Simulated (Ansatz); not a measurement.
LaF₃ (space group P6_3/mmc)

```
CELL_PARAMETERS angstrom
      4.15905     0.00000     0.00000
     -2.07952     3.60184     0.00000
      0.00000     0.00000     7.34099
ATOMIC_POSITIONS crystal
  La 0.66667 0.33333 0.75000
  La 0.33333 0.66667 0.25000
  F  0.33333 0.66667 0.91996
  F  0.66667 0.33333 0.08004
  F  0.66667 0.33333 0.41996
  F  0.33333 0.66667 0.58004
  F  0.00000 0.00000 0.25000
  F  0.00000 0.00000 0.75000
```

The slice is a (0001) plane (indices of the conventional cell) through the point (0.333, 0.667, 0.580) (fractional), spanned by u = [110] and v = [1 -1 0] in vectors of this cell: u (4.16 Å) and v (7.20 Å, at 90° to u). It covers one period; positions are fractions (u, v).

All values below come from r2SCAN (plane waves to 500 eV, PAW, scalar-relativistic; Ansatz, a program for electronic structure). k mesh 9×9×5. These are valence fields of a PAW run, semicore shells included where kept as valence: close to a nucleus they are smooth pseudo fields. LaF3 is run without spin polarisation. LaF3 was relaxed with its symmetry unable to fall. This is one of several known forms of LaF3; the measured ambient cells at hand have space group No. 165.

Three fields on this plane, each scaled to ten steps between its own extremes (0 low, 9 high; the total valence density on a logarithmic scale, the potential cut 8 eV below its top; x marks points blanked near nuclei; v = 0 in the bottom row):

Map A
```
|xxxx765434567xxx|
|xxxx653111356xxx|
|xxx76310001367xx|
|9987520000025789|
|9986420000024689|
|9987520000025789|
|9987542101245789|
|9998754333457899|
|9998876656678899|
|9999888777888999|
|999999xxxxx99999|
|88999xxxxxxx9998|
|77889xxxxxxx9887|
|56678xxxxxxx8766|
|34567xxxxxxx7654|
|11356xxxxxxx6531|
|001367xxxxx76310|
|0002578999875200|
|0002468999864200|
|0002578999875200|
|0124578999875421|
|3345789999987543|
|5667889999988766|
|7788899999998887|
|xxx99999999999xx|
|xxxx999888999xxx|
|xxxx988777889xxx|
|xxxx876656678xxx|
```

Map B
```
|xxxx732333237xxx|
|xxxx644565446xxx|
|xxx64467876446xx|
|7754357999753457|
|3221257999752122|
|0000246898642000|
|1000135676531000|
|2210013454310012|
|3210013444310012|
|3210135787531012|
|210136xxxxx63101|
|00015xxxxxxx5100|
|00026xxxxxxx6200|
|10137xxxxxxx7310|
|33237xxxxxxx7323|
|65446xxxxxxx6445|
|876446xxxxx64467|
|9975345777543579|
|9975212232212579|
|9864200000002468|
|7653100010001356|
|5431001222100134|
|4431001232100134|
|8753101232101357|
|xxx63101210136xx|
|xxxx510000015xxx|
|xxxx620000026xxx|
|xxxx731010137xxx|
```

Map C
```
|xxxx600000006xxx|
|xxxx200111002xxx|
|xxx50012221005xx|
|9840001232100048|
|1100001333100001|
|0000001222100000|
|0000000111000000|
|3210000000000012|
|5410000000000014|
|5310014676410013|
|210017xxxxx71001|
|00004xxxxxxx4000|
|00018xxxxxxx8100|
|00019xxxxxxx9100|
|00006xxxxxxx6000|
|11002xxxxxxx2001|
|221005xxxxx50012|
|3210004898400012|
|3310000111000013|
|2210000000000012|
|1100000000000001|
|0000001232100000|
|0000001454100000|
|7641001353100146|
|xxx71001210017xx|
|xxxx400000004xxx|
|xxxx810000018xxx|
|xxxx910000019xxx|
```

Problem. Assign the maps to these fields: electron localisation function (ELF); valence electron density; electrostatic potential energy of an electron, from the cell's mean.

Solution. A is the electrostatic potential energy of an electron, from the cell's mean; B is the valence electron density; C is the electron localisation function (ELF).
